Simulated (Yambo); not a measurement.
```
Tl3GaF6
1.0
    0.00000     4.48975     4.48975
    4.48975     0.00000     4.48975
    4.48975     4.48975     0.00000
F Ga Tl
6 1 3
Direct
  0.78850   0.21150   0.21150
  0.21150   0.78850   0.78850
  0.21150   0.78850   0.21150
  0.78850   0.21150   0.78850
  0.21150   0.21150   0.78850
  0.78850   0.78850   0.21150
  0.00000   0.00000   0.00000
  0.25000   0.25000   0.25000
  0.75000   0.75000   0.75000
  0.50000   0.50000   0.50000
```

Response from Yambo on LDA (Quantum ESPRESSO, PseudoDojo norm-conserving, 84 Ry, no spin-orbit coupling) bands: 4×4×4 mesh, 152 bands, 3 Ry local-field block, 0.2 eV broadening.

Give the static electronic dielectric constant without and with local fields.


| field along | ε(0), independent particles | ε(0), RPA with local fields | refractive index √ε |
|---|---|---|---|
| x | 3.89 | 3.22 | 1.79 |
Electronic (clamped-ion) response only. Spin-orbit coupling, left out here, changes gap and response of such heavy elements. Convergence of the RPA response with its 4×4×4 mesh was not tested.

Geometry of the Materials Project entry, not relaxed at this level.

The structure is a Materials Project entry; no match was found in the copy of COD used, and its stability was not checked.
